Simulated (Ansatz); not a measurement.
The relaxed structure here is a generated cell of VSi2: the first start was made by placing the elements on the sites of a structure type, and the end was not matched to a known phase here, so it may be hypothetical.

One starting cell of VSi$_{2}$ (a generated cell, VSi2 placed in the AFLOW prototype AB2_hP6_194_b_f (as in CaIn2)) was relaxed twice with Ansatz (plane waves, PAW, scalar-relativistic): with r2SCAN at 500 eV and with PBE at 420 eV. The r2SCAN result:

```
VSi2
1.0
    4.22308     0.00000     0.00000
   -2.11154     3.65730     0.00000
    0.00000     0.00000     2.47466
V Si
1 2
Direct
  0.00000   0.00000   0.50000
  0.33333   0.66667   0.00000
  0.66667   0.33333   0.00000
```

```
quantity                          r2SCAN     PBE
--------------------------------  ------  ------
space group                       P6/mmm  P6/mmm
volume (Å³/atom)                   12.74       ?
a (Å)                              4.223       ?
c (Å)                              2.475       ?
gap (eV, no spin-orbit coupling)    0.00       ?
```

Problem. Fill in the PBE column.

Solution. 
- volume (Å³/atom), PBE: 13.08
- a (Å), PBE: 4.264
- c (Å), PBE: 2.493
- gap (eV, no spin-orbit coupling), PBE: 0.00

Both levels end in the same structure; PBE's volume is 2.7 % larger. Neither column is exact.

No spin polarisation in the result. The relaxed primitive cell holds an odd number of electrons. A magnetic state may lie lower.

The run could not lose the symmetry of its start: the end is stationary, and may be a saddle point rather than a minimum.

Ansatz is a program for electronic structure.
